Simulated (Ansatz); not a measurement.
Frames from the relaxation of a relaxed ScF3 cell displaced along its unstable phonon at q = (½, ½, ½) of its primitive reciprocal cell (396i cm⁻¹), largest move 0.15 Å, as extended XYZ (Å, eV, eV/Å, GPa with compression positive). Calculation: PBE (plane waves to 420 eV, PAW, scalar-relativistic; Ansatz, a first-principles code). Γ-centred k-mesh 7×7×7 on the run's cell (coarser than for final values), Fermi–Dirac smearing 0.05 eV.

```xyz
8
Lattice="-4.4681 4.4681 4.4681 0.0000 0.0000 4.4681 0.0000 4.4681 0.0000" Properties=species:S:1:pos:R:3:forces:R:3 pbc="T T T" step=1 free_energy=-9129.270 pressure=1.1 accepted=T
F     -2.2341     4.4681     4.4556    0.0000    0.0000   -0.0933
F      0.0000     2.2341     2.2465    0.0000    0.0000    0.0933
F      0.0000     0.0000     2.0841    0.0000    0.0000   -1.3015
F     -2.2341     2.2341     4.6181    0.0000    0.0000    1.3015
F      0.0000     2.2341    -0.0125    0.0000    0.0000   -0.0933
F     -2.2341     4.4681     2.2465    0.0000    0.0000    0.0933
Sc     0.0000     0.0000     0.0356    0.0000    0.0000    0.6320
Sc    -2.2341     2.2341     2.1984    0.0000    0.0000   -0.6320
8
Lattice="-4.1347 4.1347 5.5253 0.0000 0.0000 5.5253 0.0000 4.1347 0.0000" Properties=species:S:1:pos:R:3:forces:R:3 pbc="T T T" step=12 free_energy=-9133.278 pressure=8.7 accepted=T
F     -2.0674     4.1347     5.2928    0.0000    0.0000   -0.1304
F      0.0000     2.0674     2.9951    0.0000    0.0000    0.1304
F      0.0000     0.0000     1.6950    0.0000    0.0000    0.0186
F     -2.0674     2.0674     6.5929    0.0000    0.0000   -0.0186
F      0.0000     2.0674    -0.2324    0.0000    0.0000   -0.1304
F     -2.0674     4.1347     2.9951    0.0000    0.0000    0.1304
Sc     0.0000     0.0000    -0.0903    0.0000    0.0000   -0.0345
Sc    -2.0674     2.0674     2.8529    0.0000    0.0000    0.0345
8
Lattice="-3.9642 3.9642 6.5291 0.0000 0.0000 6.5291 0.0000 3.9642 0.0000" Properties=species:S:1:pos:R:3:forces:R:3 pbc="T T T" step=20 free_energy=-9135.025 pressure=4.9 accepted=T
F     -1.9821     3.9642     6.1250    0.0000    0.0000    0.0076
F      0.0000     1.9821     3.6687    0.0000    0.0000   -0.0076
F      0.0000     0.0000     1.8858    0.0000    0.0000    0.0550
F     -1.9821     1.9821     7.9079    0.0000    0.0000   -0.0550
F      0.0000     1.9821    -0.4041    0.0000    0.0000    0.0076
F     -1.9821     3.9642     3.6687    0.0000    0.0000   -0.0076
Sc     0.0000     0.0000     0.0506    0.0000    0.0000   -0.0503
Sc    -1.9821     1.9821     3.2140    0.0000    0.0000    0.0503
```

The path has 39 moves and ends in P4/nmm (No. 129), 0.79 eV/atom below its start. Free energies are of the whole cell and compare only within this code, potentials and settings.  No spin polarisation in the result. Without a van der Waals term the distances between weakly bound units are poorly fixed.

The run could not lose the symmetry of its start: the end is stationary, and may be a saddle point rather than a minimum.

The end of the path is a generated cell of ScF3: the first start was made by placing the elements on the sites of a structure type, and the end was not matched to a known phase here, so it may be hypothetical.
